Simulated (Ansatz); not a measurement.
PbTe (rock salt)

Space group Fm-3m (No. 225); a = 6.5347 Å, b = 6.5347 Å, c = 6.5347 Å, α = 90.00°, β = 90.00°, γ = 90.00°

| atom | site | symmetry | x | y | z |
|---|---|---|---|---|---|
| Te | 4a | m-3m | 0.0000 | 0.0000 | 0.0000 |
| Pb | 4b | m-3m | 0.5000 | 0.5000 | 0.5000 |
(The calculation used a cell of 2 atoms; values per cell refer to that cell.)

Two coordinates are scanned: the volume, and the ratio of the stretch along z (the conventional c axis) to the stretch across it. Atoms keep their fractional coordinates.

These are r2SCAN (plane waves to 500 eV, PAW, scalar-relativistic; Ansatz, a first-principles code) values and carry that method's errors. k mesh 9×9×9 (Γ-centred), Fermi-Dirac smearing 0.05 eV. E stands for the smeared free energy. PbTe was relaxed with its symmetry unable to fall. Spin-orbit coupling is left out, though Pb and Te are heavy.

Changes of ΔE (meV/atom) from the point V/V₀ = 1.000, (c/a)/(c/a)₀ = 1.000 when one coordinate moves alone (two changes are said to add if the coupling is within 5 % of the smaller one, nearly so within 20 %):

| point | change |
|---|---|
| V/V₀ = 1.000, (c/a)/(c/a)₀ = 0.920 | 60.87 |
| V/V₀ = 1.000, (c/a)/(c/a)₀ = 0.960 | 13.79 |
| V/V₀ = 0.960, (c/a)/(c/a)₀ = 1.000 | 7.86 |
| V/V₀ = 0.980, (c/a)/(c/a)₀ = 1.000 | 1.88 |
| V/V₀ = 1.020, (c/a)/(c/a)₀ = 1.000 | 1.79 |
| V/V₀ = 1.040, (c/a)/(c/a)₀ = 1.000 | 6.86 |
| V/V₀ = 1.000, (c/a)/(c/a)₀ = 1.040 | 11.46 |
| V/V₀ = 1.000, (c/a)/(c/a)₀ = 1.080 | 42.07 |

Problem. Do the two effects add at V/V₀ = 1.020, (c/a)/(c/a)₀ = 1.040? Give the computed change.

Solution. The sum of the single changes is 1.79 + (11.46) = 13.25; the calculation gives 12.42, so the coupling contributes -0.83 (over 20 % of the smaller single change, not additive).

Problem. Do the two effects add at V/V₀ = 1.040, (c/a)/(c/a)₀ = 1.040? Give the computed change.

Solution. The sum of the single changes is 6.86 + (11.46) = 18.32; the calculation gives 16.72, so the coupling contributes -1.60 (over 20 % of the smaller single change, not additive).

Problem. Do the two effects add at V/V₀ = 1.040, (c/a)/(c/a)₀ = 0.920? Give the computed change.

Solution. The sum of the single changes is 6.86 + (60.87) = 67.73; the calculation gives 59.79, so the coupling contributes -7.94 (over 20 % of the smaller single change, not additive).

(Under strain, the slope of the energy per volume gives the stress and its curvature an elastic modulus.)
